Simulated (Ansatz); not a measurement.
AlN in space group P4_2/mnm (No. 136; Al on 4g, N on 4f), plane-wave PAW r²SCAN (Ansatz code). The conduction-band minimum lies at Γ, with 1 equivalent valley. Second derivatives d²E/dk² of the lowest band at one valley (eV·Å²), along Cartesian directions:

```tsv
direction	d²E/dk²
[100]	22.88
[010]	22.88
[001]	21.34
[110]	22.88
[101]	22.11
[011]	22.11
```

Question: Find the principal effective masses, the density-of-states mass and the conductivity mass.

Answer: Off-diagonal terms follow from H_xy = H[110] − (H_xx + H_yy)/2, and m*/mₑ = 7.620 eV·Å² over each eigenvalue: 0.33, 0.33, 0.36. One valley's DOS mass (m₁m₂m₃)^(1/3) = 0.34, conductivity mass 3/(Σ 1/mᵢ) = 0.34 mₑ.

Question: What effective density of states Nc follows at 300 K for parabolic valleys?

Answer: Nc = 2.509e19 × 1 × (0.34)^(3/2) ≈ 5.0e18 cm⁻³.

The start of the workflow was typed in or built on a structure type; neither database checked (COD, Materials Project) lists it. It is not the phase usual at ambient conditions (space group No. 186, 216). The r²SCAN relaxation kept the symmetry of its start; its stability against distortions is not shown here.

Potentials: the earlier of the program's two PAW sets. The files were generated under PBE; for other functionals the program regenerates the frozen cores, and for LDA and PBEsol the local potential too.

Edges and masses are those of Kohn–Sham bands, whose gap is no quasiparticle gap.
